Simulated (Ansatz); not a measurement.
**ZnCo (P-6m2): majority and minority states**

```xyz
2
Lattice="2.6072 0.0000 0.0000 -1.3036 2.2579 0.0000 0.0000 0.0000 4.1717" Properties=species:S:1:pos:R:3 pbc="T T T"
Zn    1.3036    0.7526    0.0000
Co    0.0000    0.0000    2.0858
```

Geometry: a structure from the Materials Project; nothing is relaxed.

Functional, mesh and filling: LDA, 14×14×8 k mesh, Fermi–Dirac smearing of 0.1 eV. LAPW is all-electron LAPW in Ansatz 0.2.0. Site moments are integrated in spheres about the atoms. Start moments (μB): Co2 1.3.

Density of states, smoothed by a Gaussian of 0.15 eV:

```tsv
E − E_F (eV)	majority (states/eV/cell)	minority (states/eV/cell)
-7.00	4.66	4.68
-6.75	1.87	1.86
-6.50	0.52	0.51
-6.25	0.20	0.19
-6.00	0.18	0.17
-5.75	0.18	0.17
-5.50	0.19	0.18
-5.25	0.21	0.19
-5.00	0.22	0.20
-4.75	0.25	0.21
-4.50	0.28	0.22
-4.25	0.34	0.24
-4.00	0.43	0.27
-3.75	0.52	0.32
-3.50	0.76	0.35
-3.25	1.05	0.37
-3.00	1.24	0.40
-2.75	1.30	0.57
-2.50	1.59	0.77
-2.25	1.81	0.87
-2.00	1.95	1.00
-1.75	1.92	1.24
-1.50	2.23	1.75
-1.25	2.27	1.63
-1.00	1.46	1.86
-0.75	0.82	1.52
-0.50	0.81	1.23
-0.25	0.69	1.49
0.00	0.48	1.85
0.25	0.39	1.65
0.50	0.34	0.99
0.75	0.29	0.87
1.00	0.29	0.83
1.25	0.30	0.57
1.50	0.28	0.40
1.75	0.26	0.33
2.00	0.27	0.31
2.25	0.23	0.30
2.50	0.20	0.31
2.75	0.17	0.26
3.00	0.15	0.22
3.25	0.15	0.18
3.50	0.18	0.16
3.75	0.21	0.17
4.00	0.25	0.20
4.25	0.28	0.24
4.50	0.30	0.29
```

**Question.** What spin moment does the cell carry?

**Answer.** 1.22 μB. Site moments (μB): Zn1 -0.03, Co2 1.29.

**Question.** How large is the spin polarisation of the states at the Fermi level?

**Answer.** (N↑ − N↓)/(N↑ + N↓) = -58 %, from 0.49 and 1.81 states/eV; these are averaged over the run's smearing, not the smoothing of the table, and they move with the mesh.

Löwdin populations of d and f shells (filled inner shells left out):

```tsv
shell	up	down
Co2 3d	4.65	3.35
```

Further occupied bands lie below the window, the nearest with its top at -7.1 eV.

The Ansatz runs typed with the search for lower states off end where their start leads. These are results for the start and cell typed. The real compound can order otherwise, in a larger cell, or not at all, since semilocal functionals at zero temperature often overstate magnetism.
